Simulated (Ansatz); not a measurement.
BaF2:
Space group P6₃/mmc (No. 194); a = b = 4.4026 Å, c = 6.0081 Å, α = β = 90.00°, γ = 120.00°

```json
[
 {"atom": "Ba", "site": "2c", "symmetry": "-6m2", "x": "0.3333", "y": "0.6667", "z": "0.2500"},
 {"atom": "F", "site": "2a", "symmetry": "-3m.", "x": "0.0000", "y": "0.0000", "z": "0.0000"},
 {"atom": "F", "site": "2d", "symmetry": "-6m2", "x": "0.6667", "y": "0.3333", "z": "0.2500"}
]
```

Relaxed with r²SCAN.

Question: Tabulate the valence density and the electron localisation function along the shortest Ba–F contact (2.54 Å), r²SCAN in the plane-wave PAW code Ansatz.

Answer: 

```
distance from Ba (Å)  density (e/Å³)   ELF
--------------------  --------------  ----
0.25                            0.48  0.01
0.38                            0.84  0.14
0.51                            1.20  0.49
0.64                            1.39  0.76
0.76                            1.31  0.85
0.89                            1.04  0.86
1.02                            0.72  0.79
1.14                            0.47  0.53
1.27                            0.31  0.19
1.40                            0.26  0.09
1.53                            0.31  0.16
1.65                            0.48  0.44
1.78                            0.88  0.72
1.91                            1.71  0.81
2.03                            3.52  0.81
2.16                            6.57  0.76
2.29                           10.17  0.63
```

The density is the valence pseudo-density with augmentation charge, so density and ELF within about 1 Å of a nucleus are not all-electron values.

Space group P6_3/mmc. The first step of the workflow began from a Materials Project structure, measured or hypothetical; the Crystallography Open Database copy checked does not list it. It is not the phase usual at ambient conditions (space group No. 225). Symmetry was held in the r²SCAN relaxation; its stability against distortions is not shown here. Scalar-relativistic: spin–orbit coupling is off unless named, which matters more the heavier the elements.

Potentials: the later of the program's two PAW sets.
